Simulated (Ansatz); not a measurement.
# BN under strain: ¹¹B NMR of the central transition

Cell: an entry of the Crystallography Open Database (COD), relaxed with PBE at fixed cell and then changed (z stretched by 3 %, ions relaxed).

```yaml
crystal:
  lattice:
    - [2.54000, 0.00000, 0.00000]
    - [-1.27000, 2.19970, 0.00000]
    - [0.00000, 0.00000, 6.79594]
  atoms:
    - { symbol: B, position: [0.33333, 0.66667, 0.25000] }
    - { symbol: B, position: [0.66667, 0.33333, 0.75000] }
    - { symbol: N, position: [0.33333, 0.66667, 0.75000] }
    - { symbol: N, position: [0.66667, 0.33333, 0.25000] }
```

Atom numbers follow the list; atoms alike are taken as one site, whose name carries the number of the first.

Level of theory: DFT, PBE, plane waves and PAW, scalar-relativistic, 420 eV cutoff, Γ-centred 13×13×5 k-points, Fermi–Dirac smearing 0.02 eV (Ansatz 0.2.0).

¹¹B has I = 3/2 and Q = 40.59 mb (Pyykkö 2018); at 21.1 T its Larmor frequency is ν₀ = 288.3 MHz. Only the quadrupole interaction is simulated: positions count from each site's isotropic chemical shift, and J coupling is left out, as are shift anisotropy and dipolar coupling, which fast spinning averages.

Simulated pattern of one B site (fast magic-angle spinning, Gaussian broadening 0.03 kHz):

(offset (kHz), height): (-1.630, 0), (-1.591, 0), (-1.553, 3), (-1.515, 4), (-1.477, 4), (-1.438, 4), (-1.400, 4), (-1.362, 5), (-1.323, 5), (-1.285, 5), (-1.247, 5), (-1.209, 5), (-1.170, 5), (-1.132, 5), (-1.094, 5), (-1.055, 6), (-1.017, 7), (-0.979, 69), (-0.941, 68), (-0.902, 47), (-0.864, 40), (-0.826, 35), (-0.788, 34), (-0.749, 32), (-0.711, 32), (-0.673, 31), (-0.634, 31), (-0.596, 31), (-0.558, 32), (-0.520, 33), (-0.481, 34), (-0.443, 36), (-0.405, 38), (-0.366, 42), (-0.328, 48), (-0.290, 60), (-0.252, 100), (-0.213, 66), (-0.175, 1), (-0.137, 0)

Q: Which |C_Q| and η does the pattern imply?

A: The pattern spans 1.34 kHz before broadening and its centre of gravity is at -0.625 kHz, which fixes P_Q; the places of the horns and steps fix η. That gives P_Q = 2.68 MHz, |C_Q| = 2.68 MHz and η = 0.00. The sign of C_Q can't be read from the pattern.

An axis of threefold or higher order runs through B, so V_zz lies along it and η is zero.

At this changed cell the PBE pressure is -7 GPa.

The relaxation (1 step) took 2.2 s of wall time (2.1 s of CPU time) and 0.38 GiB at its peak, on 1 thread of Intel Xeon Platinum 8488C (Sapphire Rapids) (x86_64; 16 cores open to the job, memory cap 3.0 GiB, no GPU), a shared host with a load of 0.2 a core.
